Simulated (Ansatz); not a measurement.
**Is this InGa₅As₆ structure a true minimum?**

The structure comes from a generated guess, relaxed at this level; another structure or a mixture of phases may lie lower.

Theory: DFT PBE, scalar-relativistic, plane waves, PAW in Ansatz. Plane waves to 420 eV, a k mesh through Γ of 10×10×2 on the computed 12-atom cell and Gaussian smearing (0.10 eV); no spin polarisation.

The cell below (12 atoms, space group P-4m2 (No. 115)) is relaxed within its symmetry.

```
CELL_PARAMETERS angstrom
4.10979 0.00000 0.00000
0.00000 4.10979 0.00000
0.00000 0.00000 17.51174
ATOMIC_POSITIONS crystal
In 0.50000 0.50000 0.50000
Ga 0.00000 0.00000 0.00000
Ga 0.50000 0.50000 0.16245
Ga 0.00000 0.00000 0.32499
Ga 0.00000 0.00000 0.67501
Ga 0.50000 0.50000 0.83755
As 0.50000 0.00000 0.24366
As 0.00000 0.50000 0.40556
As 0.50000 0.00000 0.59444
As 0.00000 0.50000 0.75634
As 0.50000 0.00000 0.91879
As 0.00000 0.50000 0.08121
```

For the test it was strained at random (σ = 1.5 % a component), the atoms were moved at random (σ = 0.15 Å), and all was relaxed again on a coarse 6×6×2 mesh (in the run’s order of axes) with 0.20 eV smearing, with no symmetry imposed.

Task: Is the structure stable against such a distortion?

Result: It returns, within 1 meV/atom of the unmoved cell on that mesh and with the same symmetry when read at 0.1 Å. No instability shows in this cell; modes of other wave vectors, which need another repeat, aren't tested.
